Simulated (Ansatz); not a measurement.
C in space group Fd-3m (No. 227; C on 32e), PBEsol in the plane-wave PAW code Ansatz: ε∞ = 4.34, cell volume 105.04 Å³. Infrared-active transverse modes:

| ω_TO (cm⁻¹) | oscillator strength S_xx (e²/amu) |
|---|---|
| 1098.1 | 0.02925 |

Task: Compute the static dielectric constant.

Result: Each mode adds (4.921e7/V) S/ω²: 0.01. So ε0 = 4.35.

Task: What LO frequency does the Lyddane–Sachs–Teller relation give?

Result: ω_LO = ω_TO √(ε0/ε∞) = 1100 cm⁻¹.

The start of the workflow was typed in or built on a structure type. Its sites differ from those of the usual phase in this space group: another stacking or structure type. The PBEsol relaxation kept the symmetry of its start; phonons on a q-mesh show no instability.

Potentials: the later of the program's two PAW sets.
